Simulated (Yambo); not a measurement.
Yambo input for Na2CO3 (space group C2/m, No. 12) (a = 5.2951 Å, b = 5.2951 Å, c = 6.2852 Å, α = 94.93°, β = 94.93°, γ = 59.88°), on PBEsol (Quantum ESPRESSO, PseudoDojo norm-conserving, 88 Ry, no spin-orbit coupling) wavefunctions on a 4×4×4 mesh:

```
optics
chi
dipoles
kernel
FFTGvecs= 40 Ry
Chimod= "HARTREE"
NGsBlkXd= 3 Ry
% QpntsRXd
 1 | 1 |
%
% BndsRnXd
 5 | 128 |
%
GrFnTpXd= "R"
% EnRngeXd
 0.0 | 20.0 | eV
%
% DmRngeXd
 0.2 | 0.2 | eV
%
CGrdSpXd= 50
ETStpsXd= 161
% LongDrXd
 1.0 | 0.0 | 0.0 |
%
```

First lines of the file o-*.eps_q1_inv_rpa_dyson:

```
Absorption @ Q(1):   1.00000000     0.00000000     0.00000000    [q->0 direction]
#
# [ X ] Hartree size     :   97
# [GEN] GF Energies     : Perdew, Burke & Ernzerhof SOL(X)+Perdew, Burke & Ernzerhof SOL(C)
# [GEN] Green`s Function     : Retarded
#
# [GEN] Gauge     : Length
# [GEN] [r,Vnl] included     : yes
#
#    E[1] [eV]     Im(eps)     Re(eps)     Im(eps_o)     Re(eps_o)
#
     0.000000     0.307407E-8     2.335170     -0.19852E-17     2.658556
     0.125000     0.709041E-3     2.335391     0.001030     2.658877
     0.250000     0.001420     2.336054     0.002064     2.659841
     0.375000     0.002137     2.337162     0.003106     2.661451
     0.500000     0.002860     2.338719     0.004159     2.663713
     0.625000     0.003594     2.340729     0.005226     2.666636
     0.750000     0.004340     2.343200     0.006314     2.670230
     0.875000     0.005101     2.346140     0.007424     2.674508
     1.000000     0.005881     2.349561     0.008564     2.679486
     1.125000     0.006682     2.353473     0.009736     2.685184
     1.250000     0.007508     2.357891     0.010946     2.691622
     1.375000     0.008363     2.362833     0.012201     2.698828
     1.500000     0.009252     2.368317     0.013507     2.706830
     1.625000     0.010178     2.374365     0.014870     2.715662
     1.750000     0.011147     2.381002     0.016299     2.725362
     1.875000     0.012165     2.388256     0.017803     2.735972
     2.000000     0.013239     2.396160     0.019391     2.747543
     2.125000     0.014376     2.404750     0.021076     2.760128
     2.250000     0.015586     2.414067     0.022870     2.773793
     2.375000     0.016879     2.424160     0.024789     2.788608
     2.500000     0.018268     2.435083     0.026851     2.804655
     2.625000     0.019768     2.446899     0.029077     2.822029
     2.750000     0.021398     2.459681     0.031494     2.840836
     2.875000     0.023179     2.473513     0.034132     2.861203
     3.000000     0.025142     2.488497     0.037031     2.883275
     3.125000     0.027323     2.504750     0.040240     2.907222
     3.250000     0.029771     2.522415     0.043823     2.933247
     3.375000     0.032555     2.541666     0.047867     2.961594
     3.500000     0.035774     2.562719     0.052496     2.992560
     3.625000     0.039583     2.585844     0.057897     3.026510
     3.750000     0.044242     2.611384     0.064386     3.063894
     3.875000     0.050243     2.639742     0.072549     3.105218
     4.000000     0.058591     2.671187     0.083534     3.150728
```
(The file goes on to the top of the energy range.) Convergence of the RPA response with its 4×4×4 mesh was not tested.

Geometry of the Materials Project entry, not relaxed at this level.
